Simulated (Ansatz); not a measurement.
Ti:
```
CELL_PARAMETERS angstrom
      4.56821     0.00000     0.00000
     -2.28410     3.95619     0.00000
      0.00000     0.00000     2.82429
ATOMIC_POSITIONS crystal
  Ti 0.00000 0.00000 0.00000
  Ti 0.33333 0.66667 0.50000
  Ti 0.66667 0.33333 0.50000
```

Relaxed with r²SCAN. Special points in fractions of this cell's reciprocal vectors: Γ (0.000, 0.000, 0.000); M (0.500, 0.000, 0.000); K (0.333, 0.333, 0.000); A (0.000, 0.000, 0.500); L (0.500, 0.000, 0.500); H (0.333, 0.333, 0.500).

Q: List the band energies nearest the Fermi level at these points for r²SCAN (plane waves, PAW; program Ansatz).

A: In eV from the Fermi level; about four levels below and three above (degenerate sets whole), none deeper than 8.9 eV; points with the same levels are listed once.

| k | below | above |
|---|---|---|
| Γ | -0.79 -0.79 -0.77 -0.77 | 0.02 0.81 1.43 1.43 |
| M | -2.77 -0.42 -0.35 -0.35 | 0.08 0.63 0.94 |
| K | -3.39 -3.39 -0.28 -0.28 -0.10 | 0.19 0.32 0.32 |
| A | -2.20 -2.20 -1.98 -1.79 -1.79 | 1.13 1.13 1.39 1.39 |
| L | -1.82 -1.28 -0.85 -0.75 | 0.45 0.91 0.92 |
| H | -1.55 -1.55 -1.26 -1.26 -1.08 | 0.72 0.72 0.88 0.88 |

Space group P6/mmm. This is a known high-pressure phase of the composition, computed here at zero pressure and temperature. The r²SCAN relaxation kept the symmetry of its start; of distortions, only those at the zone centre were tested. No spin polarisation was allowed.

Potentials: the later of the program's two PAW sets.
